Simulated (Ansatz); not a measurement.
A crystal relaxed with r2SCAN in the plane-wave code Ansatz has space group P-43m (No. 215) and a = 5.466 Å.

| atom | site | x | y | z |
| --- | --- | --- | --- | --- |
| S | 1a | 0.0000 | 0.0000 | 0.0000 |
| Be | 4e | 0.7679 | 0.7679 | 0.7679 |
| Xx | 3c | 0.5000 | 0.5000 | 0.0000 |

The r2SCAN gap is direct at Γ: 2.26 eV. HSE06 gives a direct gap of 2.60 eV at Γ. Meshes: r2SCAN 6×6×6, HSE06 4×4×4. r2SCAN's ε∞ is 6.5 in all directions.

Problem. Which element is Xx?
A. O
B. Te
C. Se

Solution. B. Xx is Te: an ordered 8-atom cell of Be₄Te₃S on the zincblende lattice (P-43m). S has 4 Be at 2.20 Å; Be has 1 S at 2.20 Å and 3 Te at 2.43 Å; Te has 4 Be at 2.43 Å.

Spin-unpolarised throughout. Whether this structure exists isn't addressed.

No spin-orbit coupling is included; it can move band edges with weight on the heavy atoms by tenths of an eV.

The meshes of the hybrids are coarse, so their gaps aren't converged to the digits shown.

For a response run the program warns that the ground state's bands aren't all converged, so ε∞ carries an extra error.
